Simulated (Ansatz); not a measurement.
PbO (P4/nmm): gap against strain (uniaxial along z, other directions held)

PbO (started from an entry of an open crystallographic database), relaxed with r2SCAN+rVV10 in the plane-wave code Ansatz, then strained (uniaxial along z, other directions held; changes of length per length, axes as in the cell below) with the atoms relaxed again within the symmetry that is left. It is tetragonal, P4/nmm (No. 129); a = 3.980 Å, c = 5.001 Å in the conventional setting, 19.81 Å³ an atom. Around Pb lie 4 O at 2.32 Å; around O lie 4 Pb at 2.32 Å. The values are computed, spin-unpolarised, and not measurements.

```
CELL_PARAMETERS angstrom
3.98040 0.00000 0.00000
0.00000 3.98040 0.00000
0.00000 0.00000 5.00091
ATOMIC_POSITIONS crystal
Pb 0.00000 0.50000 0.23663
Pb 0.50000 0.00000 0.76337
O 0.00000 0.00000 0.00000
O 0.50000 0.50000 0.00000
```

Gaps are the least over each mesh (HSE06 4×4×4 when unstrained) and the special points, which keep their unstrained names.

```
strain (%)  gap, HSE06 (eV)  edges, HSE06
       0.0            1.887         Γ → M
     +1.17            1.939         Γ → M
     +3.71            2.058         Γ → M
     +4.19            2.082         Γ → M
     +5.01            2.123         Γ → M
```

Spin-orbit coupling is left out; in compounds of Pb, Bi, Tl or Hg it can lower a gap by up to about 1 eV, split its edges or invert the bands.

The meshes of the hybrids are coarse, so their gaps aren't converged to the digits shown.
